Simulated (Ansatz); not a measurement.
One run on CoIr (P-6m2): collinear moments without spin–orbit coupling

All numbers below come from DFT, LDA, all-electron LAPW, scalar-relativistic (Ansatz).

Command: `ansatz run input.yaml --threads 3 --pin off --max-ram 6144MiB --backend cpu --events-out ev --progress --plain --runs-dir out`

```yaml
crystal:
  lattice:
    - [2.6746398389, 0.0, 0.0]
    - [-1.3373199195, 2.3163060465, 0.0]
    - [0.0, 0.0, 4.102521]
  atoms:
    - { symbol: Co, position: [0.0, 0.0, 0.0], spin: 1.3 }
    - { symbol: Ir, position: [0.6666666667, 0.3333333333, 0.5], spin: 0.2 }
magnetization:
  spin_polarized: true
kpoints:
  mp_grid: { grid: [12, 12, 7] }
scf:
  occupations: { method: fermi_dirac, width: 0.1 }
  convergence: { dr2_threshold: 1.0e-09 }
  lower_state_search: "off"
hamiltonian:
  xc: lda
  pseudopotentials: { kind: all_electron, lapw: { basis_error: 2.5e-05 } }
output:
  eigenvalues: false
checkpoint:
  write: state
  compress: false
  write_every: 100000
```

Output:

```
settings of this run that can trade accuracy for cost: output.eigenvalues: false. Do not mix this run's numbers with those of runs without the same settings; the input reference describes each key
LAPW: plane waves up to 10.715 Å⁻¹, error target 2.5e-5 eV per atom; small_component_spin mean_spin; Co in spheres of 1.250 Å, 17 of its electrons in bands, Dirac shells []; Ir in spheres of 1.317 Å, 47 of its electrons in bands, Dirac shells [] (how accurate: hamiltonian.pseudopotentials.lapw.basis_error, Limitations)
Engine: ansatz 0.2.0
Pseudopotentials: kind: all_electron
Pseudopotential: Co, LAPW, valence charge 17, lapw/all_electron/scalar/gaussian/Co, Koelling and Harmon's equation, gaussian nucleus
Pseudopotential: Ir, LAPW, valence charge 47, lapw/all_electron/scalar/gaussian/Ir, Koelling and Harmon's equation, gaussian nucleus
Functional definition: SPW92
  exchange = slater_x
  correlation = pw_c
Crystal: 2 atoms, lattice volume = 25.416 Å³
Basis set: ecut = 437.43418311587305 eV, 535 PW (Γ), exchange–correlation at level 2
Bands: 40, of which v1, the nominal top of the filled ones, is band 32 counted from 1 (31 counted from 0)
Symmetry: 12 space group operations
Space group: P-6m2 (ITA 187), of the structure as read, at distance tolerance 2.9e-5 Å
Magnetic group: BNS 187.209 (UNI 1439), of the structure as read, at distance tolerance 2.9e-5 Å
k-points: 76 of 1008 (time reversal used)
Non-local potential: Co, projectors of the file, none
Non-local potential: Ir, projectors of the file, none
Initial density: superposition of atomic densities (chi_scale 0.1, normalization cell)
Starting moments: Σ|m| = 1.5 μB on 2 of 2 sites
Initial wavefunctions: plane waves of lowest kinetic energy (no species holds an atomic orbital)
Functional: x = slater, c = lda
iter 1 solved again at ethr=7.68e-3 eV; its pass at ethr=1.00e-1 eV (dr2=4.92e0 eV) is discarded
SCF iter   1: F=—  HF=-522609.240293 eV  |F-HF|=—  |Δ(HF+E_count)|=         —  Δρ=5.75e-2 (↑3.51e-2 ↓5.75e-2)  dr2=4.92e0  dr2_m=8.94e-2  M=0.800 μB ∫|m|=0.844 μB  β_m=0.30  ethr=7.68e-3  ⟨swp⟩=2.0  Hψ=37317  notcnv=0
preconditioner: auto → Kerker (q_TF=auto, 3.182 Å⁻¹)  [metal: Δε(μ)=0.028 eV  Ē_g=12.510 eV  σ=0.100 eV  W_gap=0.07  n_scr=22 (ndim 8)  ℏωp=31.2 eV  f_vac=0.000  D(μ)=2.44/eV (n_scr^D=34)]
spin=Collinear: Kerker preconditioning applied to the charge; magnetization (m = ρ↑ − ρ↓) channel mixes plain (no charge-response kernel on spin).
SCF iter   2: F=—  HF=-522610.937042 eV  |F-HF|=—  |Δ(HF+E_count)|=    1.70e0  Δρ=7.06e-2 (↑5.72e-2 ↓7.06e-2)  dr2=9.76e0  dr2_m=1.53e-2  M=1.463 μB ∫|m|=1.487 μB  β_m=0.30  ethr=7.68e-3  ⟨swp⟩=2.0  Hψ=17195  notcnv=0
SCF iter   3: F=—  HF=-522608.504254 eV  |F-HF|=—  |Δ(HF+E_count)|=    2.43e0  Δρ=1.72e-2 (↑1.17e-2 ↓1.72e-2)  dr2=5.11e-1  dr2_m=5.59e-3  M=1.152 μB ∫|m|=1.198 μB  β_m=0.30  ethr=7.68e-3  ⟨swp⟩=2.0  Hψ=16211  notcnv=0
iter 4 solved again at ethr=4.22e-5 eV; its pass at ethr=7.98e-4 eV (dr2=2.70e-2 eV) is discarded
SCF iter   4: F=—  HF=-522608.446832 eV  |F-HF|=—  |Δ(HF+E_count)|=         —  Δρ=4.40e-3 (↑3.92e-3 ↓4.40e-3)  dr2=2.70e-2  dr2_m=4.72e-4  M=1.249 μB ∫|m|=1.298 μB  β_m=0.30  ethr=4.22e-5  ⟨swp⟩=2.0  Hψ=29889  notcnv=0
the basis was enlarged: its passes take 7.8 MiB over the memory plan, 3 of 3 planned eigensolver slots
SCF iter   5: F=—  HF=-522608.444972 eV  |F-HF|=—  |Δ(HF+E_count)|=   1.86e-3  Δρ=2.77e-3 (↑2.77e-3 ↓2.76e-3)  dr2=1.42e-2  dr2_m=2.99e-4  M=1.252 μB ∫|m|=1.306 μB  β_m=0.30  ethr=4.22e-5  ⟨swp⟩=2.0  Hψ=17407  notcnv=0
SCF iter   6: F=—  HF=-522608.445246 eV  |F-HF|=—  |Δ(HF+E_count)|=   2.74e-4  Δρ=2.25e-3 (↑1.53e-3 ↓2.25e-3)  dr2=1.84e-3  dr2_m=5.28e-4  M=1.284 μB ∫|m|=1.341 μB  β_m=0.30  ethr=2.22e-5  ⟨swp⟩=2.0  Hψ=17146  notcnv=0
SCF iter   7: F=—  HF=-522608.446024 eV  |F-HF|=—  |Δ(HF+E_count)|=   7.78e-4  Δρ=1.37e-3 (↑1.37e-3 ↓9.99e-4)  dr2=3.48e-4  dr2_m=2.89e-4  M=1.285 μB ∫|m|=1.346 μB  β_m=0.30  ethr=2.87e-6  ⟨swp⟩=2.0  Hψ=17404  notcnv=0
SCF iter   8: F=—  HF=-522608.446860 eV  |F-HF|=—  |Δ(HF+E_count)|=   8.35e-4  Δρ=1.31e-3 (↑1.31e-3 ↓9.05e-4)  dr2=2.68e-4  dr2_m=2.72e-4  M=1.296 μB ∫|m|=1.360 μB  β_m=1.00  ethr=5.44e-7  ⟨swp⟩=2.0  Hψ=17404  notcnv=0
SCF iter   9: F=—  HF=-522608.448506 eV  |F-HF|=—  |Δ(HF+E_count)|=   1.65e-3  Δρ=1.38e-3 (↑1.09e-3 ↓1.38e-3)  dr2=1.18e-4  dr2_m=3.41e-4  M=1.334 μB ∫|m|=1.405 μB  β_m=1.00  ethr=4.19e-7  ⟨swp⟩=2.0  Hψ=17409  notcnv=0
SCF iter  10: F=—  HF=-522608.449153 eV  |F-HF|=—  |Δ(HF+E_count)|=   6.46e-4  Δρ=9.93e-4 (↑8.05e-4 ↓9.93e-4)  dr2=3.96e-5  dr2_m=1.85e-4  M=1.364 μB ∫|m|=1.438 μB  β_m=1.00  ethr=1.84e-7  ⟨swp⟩=2.0  Hψ=17403  notcnv=0
SCF iter  11: F=—  HF=-522608.449533 eV  |F-HF|=—  |Δ(HF+E_count)|=   3.80e-4  Δρ=1.03e-3 (↑6.27e-4 ↓1.03e-3)  dr2=3.02e-4  dr2_m=1.40e-4  M=1.390 μB ∫|m|=1.466 μB  β_m=1.00  ethr=6.19e-8  ⟨swp⟩=2.0  Hψ=17397  notcnv=0
SCF iter  12: F=—  HF=-522608.449843 eV  |F-HF|=—  |Δ(HF+E_count)|=   3.10e-4  Δρ=7.09e-4 (↑7.09e-4 ↓5.73e-4)  dr2=8.77e-4  dr2_m=9.66e-6  M=1.398 μB ∫|m|=1.475 μB  β_m=1.00  ethr=6.19e-8  ⟨swp⟩=3.0  Hψ=18239  notcnv=0
SCF iter  13: F=—  HF=-522608.449778 eV  |F-HF|=—  |Δ(HF+E_count)|=   6.43e-5  Δρ=7.55e-4 (↑4.14e-4 ↓7.55e-4)  dr2=2.11e-4  dr2_m=6.65e-5  M=1.415 μB ∫|m|=1.493 μB  β_m=1.00  ethr=6.19e-8  ⟨swp⟩=2.5  Hψ=17504  notcnv=0
SCF iter  14: F=—  HF=-522608.449850 eV  |F-HF|=—  |Δ(HF+E_count)|=   7.12e-5  Δρ=5.11e-4 (↑2.85e-4 ↓5.11e-4)  dr2=1.17e-4  dr2_m=2.88e-5  M=1.427 μB ∫|m|=1.506 μB  β_m=1.00  ethr=6.19e-8  ⟨swp⟩=2.0  Hψ=16939  notcnv=0
SCF iter  15: F=—  HF=-522608.449872 eV  |F-HF|=—  |Δ(HF+E_count)|=   2.20e-5  Δρ=1.79e-4 (↑1.79e-4 ↓1.61e-4)  dr2=1.74e-6  dr2_m=6.41e-6  M=1.433 μB ∫|m|=1.513 μB  β_m=0.30  ethr=6.19e-8  ⟨swp⟩=2.0  Hψ=16945  notcnv=0
Mixer restart at iter 15: flushing history
spin-set hold released at iteration 15 (site moments contracting): the magnetisation degrees of freedom join the quasi-Newton model from the next iteration; the mixer history was flushed
SCF iter  16: F=—  HF=-522608.449878 eV  |F-HF|=—  |Δ(HF+E_count)|=   6.24e-6  Δρ=2.37e-4 (↑1.60e-4 ↓2.37e-4)  dr2=1.27e-5  dr2_m=8.31e-6  M=1.435 μB ∫|m|=1.515 μB  β_m=0.30  ethr=2.72e-9  ⟨swp⟩=2.0  Hψ=17393  notcnv=0
SCF iter  17: F=—  HF=-522608.449879 eV  |F-HF|=—  |Δ(HF+E_count)|=   1.13e-6  Δρ=1.64e-4 (↑1.64e-4 ↓1.34e-4)  dr2=2.26e-6  dr2_m=4.92e-6  M=1.435 μB ∫|m|=1.515 μB  β_m=0.06  ethr=2.72e-9  ⟨swp⟩=2.0  Hψ=17393  notcnv=0
SCF iter  18: F=—  HF=-522608.449883 eV  |F-HF|=—  |Δ(HF+E_count)|=   4.15e-6  Δρ=1.45e-4 (↑1.45e-4 ↓1.31e-4)  dr2=9.03e-7  dr2_m=4.30e-6  M=1.437 μB ∫|m|=1.517 μB  β_m=0.22  ethr=2.72e-9  ⟨swp⟩=2.0  Hψ=17393  notcnv=0
SCF iter  19: F=—  HF=-522608.449900 eV  |F-HF|=—  |Δ(HF+E_count)|=   1.68e-5  Δρ=6.98e-5 (↑6.36e-5 ↓6.98e-5)  dr2=6.00e-8  dr2_m=1.02e-6  M=1.445 μB ∫|m|=1.525 μB  β_m=0.45  ethr=1.41e-9  ⟨swp⟩=3.0  Hψ=18179  notcnv=0
SCF iter  20: F=—  HF=-522608.449904 eV  |F-HF|=—  |Δ(HF+E_count)|=   4.24e-6  Δρ=3.16e-5 (↑1.76e-5 ↓3.16e-5)  dr2=1.22e-6  dr2_m=3.36e-8  M=1.452 μB ∫|m|=1.533 μB  β_m=0.50  ethr=9.38e-11  ⟨swp⟩=3.0  Hψ=18964  notcnv=0
SCF iter  21: F=—  HF=-522608.449904 eV  |F-HF|=—  |Δ(HF+E_count)|=   1.61e-8  Δρ=2.96e-5 (↑1.72e-5 ↓2.96e-5)  dr2=1.34e-6  dr2_m=1.74e-8  M=1.452 μB ∫|m|=1.533 μB  β_m=0.51  ethr=9.38e-11  ⟨swp⟩=2.0  Hψ=17391  notcnv=0
SCF iter  22: F=—  HF=-522608.449904 eV  |F-HF|=—  |Δ(HF+E_count)|=   1.36e-7  Δρ=5.29e-6 (↑5.07e-6 ↓5.29e-6)  dr2=7.60e-8  dr2_m=3.94e-11  M=1.452 μB ∫|m|=1.533 μB  β_m=0.58  ethr=9.38e-11  ⟨swp⟩=2.4  Hψ=17469  notcnv=0
SCF iter  23: F=—  HF=-522608.449904 eV  |F-HF|=—  |Δ(HF+E_count)|=   8.73e-9  Δρ=2.36e-6 (↑2.36e-6 ↓1.33e-6)  dr2=8.36e-9  dr2_m=1.73e-10  M=1.451 μB ∫|m|=1.533 μB  β_m=0.79  ethr=9.38e-11  ⟨swp⟩=2.0  Hψ=17391  notcnv=0
SCF iter  24: F=—  HF=-522608.449904 eV  |F-HF|=—  |Δ(HF+E_count)|=  2.91e-10  Δρ=2.24e-6 (↑1.56e-6 ↓2.24e-6)  dr2=9.79e-9  dr2_m=8.56e-11  M=1.451 μB ∫|m|=1.533 μB  β_m=0.63  ethr=1.31e-11  ⟨swp⟩=2.0  Hψ=17391  notcnv=0
SCF iter  25: F=-522608.449904 eV  HF=-522608.449904 eV  |F-HF|=5.82e-10  |Δ(HF+E_count)|=   1.75e-9  Δρ=4.61e-7 (↑4.61e-7 ↓4.41e-7)  dr2=5.01e-10  dr2_m=3.77e-12  M=1.451 μB ∫|m|=1.533 μB  ethr=1.31e-11  ⟨swp⟩=2.0  Hψ=17391  notcnv=0
SCF 1 converged in 25 iterations: F = -522608.449904 eV  dr2 = 5.01e-10
SCF converged after 25 iterations
Magnetization: 1.4515 μB (32.7257 up, 31.2743 down)
Absolute magnetization: 1.5326 μB (∫|ρ↑−ρ↓|)
Spin contamination: 0.0433 ħ² per cell (⟨S²⟩ above its minimum at these occupations)
Per-site moments (μB) at R_I (Å): [(1.3032643990258634, 1.2501382306917224), (0.18063671952377547, 1.3173966827443433)]
Free energy (F): -522608.449904 eV
Harris-Foulkes:  -522608.449904 eV  (|F-HF|=5.82e-10)
Internal energy: -522608.352139 eV  (E = F + TS)
E sigma→0 (E₀):  -522608.401021 eV
Entropy (-TS):   -0.097765 eV (-48.883 meV/atom)
Fermi energy:    25.462941 eV
--- Per-component energies (eV) ---
  E_band       = -6036.583946
  E_kinetic    = 586763.986183
  E_xc         = -10760.831661
  E_electrostatic = -1098611.506661  (all electrons and nuclei)
  E_smearing   = -0.097765  (= −TS)
  E_closure    = 0.000000  (closes the sum)
  E_atoms      = -522588.373656  (free atoms, spherical and without spin; not in F)
  Σ components = -522608.449904   (vs F -522608.449904, Δ=0.00e0)
  Basis errors (estimates in eV, not in F): energy 6.0e-6 per atom: plane waves 4.7e-6 (2.4e-6 summed), levels above the bands 8.4e-67, relativity 6.3e-9, radial functions 1.3e-6, core shells 9.8e-9; eigenvalues (radial functions only) 4.8e-8; not estimated: angular momenta, meshes, grids; target (lapw.basis_error) 2.5e-5; muffin-tin radii Co 1.250 Å, Ir 1.317 Å
settings of this run that can trade accuracy for cost: output.eigenvalues: false. Do not mix this run's numbers with those of runs without the same settings; the input reference describes each key
```

Site moments (μB): Co1 1.30, Ir2 0.18. Cell moment 1.45 μB.

The magnetic group in the log treats spin as a scalar label, without spin–orbit coupling.

The Ansatz runs typed with the search for lower states off end where their start leads. These are results for the start and cell typed. The real compound can order otherwise, in a larger cell, or not at all, since semilocal functionals at zero temperature often overstate magnetism.

It took 110 s on 3 threads of Intel(R) Xeon(R) Platinum 8488C (Sapphire Rapids) (shared host), peak memory 1 GiB.
